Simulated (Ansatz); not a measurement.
Phonons of LaSi$_{2}$ (space group I4_1/amd) at Γ, N = (0.5, 0.0, 0.0), X = (0.5, 0.5, 0.0), M = (0.5, 0.5, 0.5).

LaSi2 (space group I4_1/amd)

```yaml
crystal:
  lattice:
    - [-2.11540, 2.11540, 6.89897]
    - [2.11540, -2.11540, 6.89897]
    - [2.11540, 2.11540, -6.89897]
  atoms:
    - { symbol: La, position: [0.50000, 0.50000, 0.00000] }
    - { symbol: La, position: [0.25000, 0.75000, 0.50000] }
    - { symbol: Si, position: [0.83458, 0.33458, 0.50000] }
    - { symbol: Si, position: [0.08458, 0.08458, 0.00000] }
    - { symbol: Si, position: [0.91542, 0.91542, 0.00000] }
    - { symbol: Si, position: [0.66542, 0.16542, 0.50000] }
```

The numbers are results of LDA (plane waves to 420 eV, PAW, scalar-relativistic; Ansatz, a program for electronic structure), not measurements. DFPT wavenumbers on a 16×16×16 k mesh, in cm⁻¹ and rounded to 5; i marks imaginary ones, q is in fractions of the reciprocal vectors of the cell shown, and the three acoustic modes at Γ are left out. LaSi2 is run without spin polarisation. LaSi2 was relaxed with its symmetry unable to fall.

| q | wavenumbers (cm⁻¹) |
|---|---|
| Γ | 115 (×2), 125, 155 (×2), 175 (×2), 185, 225 (×2), 275, 385 (×2), 385, 415 |
| N = (0.5, 0.0, 0.0) | 100, 105, 105, 110, 110, 120, 140, 165, 195, 200 (×2), 210, 225, 290, 310, 370, 390, 410 |
| X = (0.5, 0.5, 0.0) | 105 (×2), 115 (×2), 120 (×2), 170 (×2), 215 (×2), 215 (×2), 275 (×2), 320 (×2), 410 (×2) |
| M = (0.5, 0.5, 0.5) | 60 (×2), 85 (×2), 110 (×2), 160 (×2), 180 (×2), 220 (×2), 220 (×2), 375 (×2), 400 (×2) |

The structure shows no imaginary mode at these points (lowest 60 cm⁻¹ at M = (0.5, 0.5, 0.5)); other wave vectors were not tested.

Highest mode: 415 cm⁻¹ at Γ.
